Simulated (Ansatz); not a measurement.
GaN:
```xyz
8
Lattice="3.2171 0.0000 0.0000 -1.6086 2.7861 0.0000 0.0000 0.0000 10.4953" Properties=species:S:1:pos:R:3 pbc="T T T"
Ga     0.0000     0.0000     0.0053
Ga     0.0000     0.0000     5.2530
Ga     1.6086     0.9287     7.8738
Ga     0.0000     1.8574     2.6261
N      0.0000     0.0000     8.5277
N      0.0000     0.0000     3.2800
N      1.6086     0.9287     5.9023
N      0.0000     1.8574     0.6547
```

Relaxed with PBE. Independent-particle spectrum: no excitons, no local fields, no scissors shift; 0.1 eV broadening; ε₁ of the summed bands alone.

Task: Tabulate the dielectric function from PBE (plane waves, PAW; program Ansatz).

Result: 

```csv
E (eV),ε₁ xx,ε₂ xx,ε₁ zz,ε₂ zz
0.0,6.03,0.00,6.12,0.00
0.3,6.04,0.00,6.14,0.00
0.6,6.10,0.00,6.20,0.00
0.9,6.21,0.00,6.30,0.00
1.2,6.39,0.00,6.49,0.00
1.5,6.79,0.01,6.88,0.01
1.8,7.13,0.81,7.31,0.79
2.1,6.85,1.18,7.03,1.21
2.4,6.68,1.34,6.86,1.41
2.7,6.60,1.45,6.76,1.54
3.0,6.58,1.53,6.72,1.65
3.3,6.62,1.61,6.74,1.74
3.6,6.73,1.70,6.82,1.83
3.9,6.89,1.82,6.97,1.95
4.2,7.15,2.00,7.21,2.08
4.5,7.46,2.23,7.58,2.28
4.8,8.20,2.67,8.21,2.58
5.1,8.25,4.31,9.66,3.54
5.4,7.74,4.91,8.60,6.54
5.7,7.24,5.34,7.19,7.51
6.0,7.21,6.64,5.44,7.72
6.3,5.46,7.07,4.73,7.15
6.6,5.61,6.99,4.29,7.28
6.9,4.04,7.96,3.25,7.81
7.2,3.33,7.27,2.21,6.38
7.5,3.13,7.47,3.00,6.59
7.8,0.84,6.95,1.63,6.24
8.1,1.45,5.20,1.78,6.06
8.4,2.46,5.21,0.93,5.17
8.7,3.27,5.77,2.13,4.60
9.0,2.58,7.62,2.43,4.89
9.3,-0.06,7.24,2.56,7.40
9.6,-0.70,6.07,-0.16,6.13
9.9,0.08,5.12,0.83,4.83
10.2,0.38,4.75,2.05,4.97
10.5,0.78,5.08,1.05,7.34
10.8,0.97,6.34,-0.23,7.73
11.1,-1.23,6.66,-1.50,7.94
11.4,-2.27,6.10,-3.48,5.25
11.7,-2.62,4.69,-2.57,4.53
12.0,-2.82,4.18,-3.24,3.97
```

Task: From ε at 3.6 eV (xx: 6.73 + 1.70i), find n, k, the normal reflectivity and the absorption coefficient.

Result: n = 2.61, k = 0.325, R = 21 %, α = 2kE/ħc = 120000 cm⁻¹.

With all bands, ε∞ without local fields is 6.19 (xx = yy), 6.28 (zz). DFPT, with local fields, gives 6.05 (xx = yy), 6.16 (zz).

Space group P6_3mc. The cell is a constructed one: a structure type filled with these elements. Its sites differ from those of the usual phase in this space group: another stacking or structure type. Symmetry was held in the PBE relaxation; phonons on a q-mesh show no instability. Spin–orbit coupling is left out wherever it is not named.

Potentials: the later of the program's two PAW sets.
